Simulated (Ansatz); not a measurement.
C: zone-centre modes under pressure

C, Fd-3m, a = 3.532 Å. Ansatz: LDA, PAW, 420 eV, Γ-centred 12×12×12 mesh on 2 atoms, fixed occupations; no spin polarisation. Cell and atoms are relaxed at each pressure with the symmetry kept; optical modes at Γ by linear response, in cm⁻¹, the highest.

| P (GPa) | V (Å³/atom) | ω1 |
| --- | --- | --- |
| 0 | 5.506 | 1323.4 |
| 7 | 5.427 | ? |
| 18 | 5.311 | 1372.7 |
| 35 | 5.153 | 1415.3 |

Task: Get the mode's Grüneisen parameter γ = −d ln ω/d ln V from the other rows and predict the missing frequency.

Result: ln(V/V0) = 0.0000, -0.0145, -0.0361, -0.0663; a line through ln(ω/ω0) of the 3 known rows gives ω1: γ = 1.013, predicted 1343.0, computed 1343.2. The miss is 0.0 %, or 1 % of the shift under pressure, so a constant γ serves at that level.

Cost: 4 runs of about 1.8 core-minutes in all, on Intel Xeon Platinum 8259CL (Skylake/Cascade Lake) (shared hosts).